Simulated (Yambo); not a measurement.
## How GW settings move the gap: LiBH₄

G0W0@PBEsol for LiBH$_{4}$ (space group P6_3mc, No. 186) in Yambo. Reference settings: 3×3×2 Γ-centred k mesh, bands 3 to 199 and a 8 Ry block in the screening, 199 bands in G with the Bruneval-Gonze terminator, plasmon pole fitted at 27.2 eV. The PBEsol gap Γ → Γ on this mesh is 6.74 eV; G0W0 gaps are taken between the same points.

| change from the reference | G0W0 gap Γ → Γ (eV) | shift of the valence edge (eV) | rough Yambo cost |
|---|---|---|---|
| reference settings | 9.84 | -2.04 | 1 |
| 66 bands in W, 66 bands in G | 9.78 | -1.80 | about 1/3 |
| 104 bands in W, 104 bands in G | 9.81 | -1.92 | within a factor of two |
| wavefunctions cut at 50 Ry | 9.84 | -2.04 | within a factor of two |
| exchange cut at 20 Ry | 9.85 | -2.03 | – |
| 38 bands in W, 38 bands in G, 6 Ry block | 9.77 | -1.60 | about 1/6 |
| 104 bands in W, 104 bands in G, 3 Ry block | 9.48 | -1.62 | about 1/4 |
| 2 Ry block | 9.39 | -1.56 | about 1/2 |
| 150 bands in W, 150 bands in G, 6 Ry block | 9.76 | -1.92 | about 1/2 |
| 6 Ry block | 9.77 | -1.95 | within a factor of two |
| 38 bands in W, 38 bands in G, 3 Ry block, no terminator | 9.57 | -1.30 | about 1/8 |
| 66 bands in W, 66 bands in G, 3 Ry block, no terminator | 9.49 | -1.46 | about 1/6 |
| 66 bands in W, 66 bands in G, no terminator | 9.71 | -1.57 | about 1/3 |
| 150 bands in W, 150 bands in G, no terminator | 9.79 | -1.89 | within a factor of two |
| no terminator | 9.82 | -1.96 | within a factor of two |

The reference isn't shown to be the converged limit. Costs are rough (shared machines), scaled to the same edge states, and given only for runs that recompute the screening. The mesh misses a band edge: along a dense path the PBEsol gap is 6.60 eV against 6.74 eV on the mesh.

Geometry of the Materials Project entry, not relaxed at this level; primitive cell a = b = 4.2028 Å, c = 7.4201 Å, α = β = 90.00°, γ = 120.00°.

The structure is a Materials Project entry; no match was found in the copy of COD used, and its stability was not checked.

A shift is the quasiparticle energy of the state minus its PBEsol energy.
